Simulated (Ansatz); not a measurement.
Given:

InBi:
```yaml
crystal:
  lattice:
    - [0.00000, 3.37843, 3.37843]
    - [3.37843, 0.00000, 3.37843]
    - [3.37843, 3.37843, 0.00000]
  atoms:
    - { symbol: In, position: [0.00000, 0.00000, 0.00000] }
    - { symbol: Bi, position: [0.75000, 0.75000, 0.75000] }
```

This is the r²SCAN-relaxed structure.

Task: All from plane-wave PAW r²SCAN (Ansatz code), unless another level is named. Estimate the formation energy from the elements (no fitted shifts).

Result: -0.085 eV/atom.

Task: Predict the gap with spin–orbit coupling.

Result: none (metallic).

Space group F-43m (zinc blende). The first step of the workflow began from a Materials Project structure, measured or hypothetical; the Crystallography Open Database copy checked does not list it. COD files the formula under space group No. 129, so this cell is another polymorph or a model. With In and Bi taken as one species the cell has the higher symmetry Fd-3m, so it may be an ordered model of a mixed-site phase. Its standing as an ambient phase is unchecked. The cell was relaxed with r²SCAN under the symmetry of its start; whether a distortion lowers the energy is not shown. The references are the lowest solids computed at this level, not always the standard phases. Scalar-relativistic: spin–orbit coupling is off unless named, which matters more the heavier the elements.

Potentials: the later of the program's two PAW sets.
